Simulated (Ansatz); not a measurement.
Data:

GaP:
```
CELL_PARAMETERS angstrom
      3.61666     0.00000     0.00000
     -1.80833     3.13212     0.00000
      0.00000     0.00000     3.15417
ATOMIC_POSITIONS crystal
  Ga 0.00000 0.00000 0.00000
  P  0.66667 0.33333 0.50000
```

This is the PBE-relaxed structure.

Q: All from PBE in the plane-wave PAW code Ansatz, unless another level is named. Estimate the electronic character.

A: metallic (no gap).

Q: Give the formation energy from the elements (no fitted shifts).

A: 107 meV/atom.

Q: And the density of states at the Fermi level?

A: 0.41 states/eV per atom (mean over ±0.08 eV).

Space group P-6m2. The cell is a constructed one: a structure type filled with these elements; neither database checked (COD, Materials Project) lists it. It is not the phase usual at ambient conditions (space group No. 216). The cell was relaxed with PBE under the symmetry of its start; whether a distortion lowers the energy is not shown. The references are the lowest solids computed at this level, not always the standard phases. Scalar-relativistic: spin–orbit coupling is off unless named, which matters more the heavier the elements.

Potentials: the later of the program's two PAW sets.
